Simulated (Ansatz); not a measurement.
With DFT-PBE in the program Ansatz with PAW potentials, AlBN2 in the chalcopyrite structure (I-42d) relaxes to a = 4.104 Å, c = 7.685 Å. Al has 4 nearest neighbours from 1.88 Å (tetrahedral); B has 4 nearest neighbours from 1.62 Å (tetrahedral). Its formation energy from the elements is -1.03 eV/atom, with no fitted shifts.

The Kohn–Sham gap is 2.89 eV (direct). The valence maximum lies at Γ and the conduction minimum at Γ. The electron mass is 0.36, 0.36, 0.44 mₑ (principal values). The hole mass is 0.38, 0.90, 0.90 mₑ (principal values).

An equation-of-state fit gives a bulk modulus of 258 GPa.

The start of the workflow was typed in or built on a structure type; neither database checked (COD, Materials Project) lists it. Its standing as an ambient phase is unchecked. The PBE relaxation kept the symmetry of its start; its stability against distortions is not shown here. The references are the lowest solids computed at this level, not always the standard phases (solids in place of the gases).

Potentials: the earlier of the program's two PAW sets.
